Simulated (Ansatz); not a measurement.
Consider the following.

BeS:
```
BeS
1.0
    0.00000     2.41899     2.41899
    2.41899     0.00000     2.41899
    2.41899     2.41899     0.00000
S Be
1 1
Direct
  0.75000   0.75000   0.75000
  0.00000   0.00000   0.00000
```

This is the PBEsol-relaxed structure.

### Question
All from the program Ansatz at the PBEsol level (PAW), unless another level is named. Predict the Debye temperature from the elastic constants.

### Answer
715 K.

### Question
And the elastic constants (relaxed ions, GPa)?

### Answer
C11 = 161, C12 = 65.6, C44 = 83.0.

Space group F-43m (zinc blende). Symmetry was held in the PBEsol relaxation.

Potentials: the later of the program's two PAW sets.
